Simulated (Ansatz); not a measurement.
# Ti: clamped-ion strain scan

Theory: DFT PBEsol, scalar-relativistic, plane waves, PAW (Ansatz 0.2.0). The runs took a 420 eV cutoff, a Γ-centred 18×18×10 mesh and Gaussian smearing (0.15 eV). No spin polarisation. Energies are free energies at this smearing, counted from the undisturbed cell; pressure is positive in compression.

Zero of the scan (as given, not relaxed at this level; it stands at -5.9 GPa):

```
Ti
1.0
     2.95000    0.00000    0.00000
    -1.47500    2.55477    0.00000
     0.00000    0.00000    4.68600
Ti
2
Direct
  0.33333 0.66667 0.25000
  0.66667 0.33333 0.75000
```

The cell is strained by ε times the Voigt pattern (1, 1, 0, 0, 0, 0) (xx, yy, zz, yz, xz, xy; engineering shear) with fractional coordinates fixed. The cell is metallic on the mesh throughout.

| ε | ΔE (meV/atom) | stress summed along the pattern (GPa, tension positive) | pressure (GPa) |
| --- | --- | --- | --- |
| -0.0600 | ? | -23.36 | ? |
| -0.0450 | 0.9 | -13.29 | 4.8 |
| -0.0300 | -12.9 | -4.15 | 0.8 |
| -0.0150 | -12.8 | 4.06 | -2.8 |
| 0.0000 | 0.0 | 11.36 | -5.9 |
| 0.0150 | 24.4 | 17.77 | -8.6 |
| 0.0300 | 59.3 | ? | ? |
| 0.0450 | ? | 28.13 | ? |
| 0.0525 | 128.8 | 30.25 | -13.9 |
| 0.0600 | 156.1 | 32.20 | -14.8 |

(1) Give the withheld values.

Answers

(1) ΔE (meV/atom) at ε = -0.0600: 29.4; pressure (GPa) at ε = -0.0600: 9.2; stress summed along the pattern (GPa, tension positive) at ε = 0.0300: 23.34; pressure (GPa) at ε = 0.0300: -11.0; ΔE (meV/atom) at ε = 0.0450: 103.5; pressure (GPa) at ε = 0.0450: -13.0.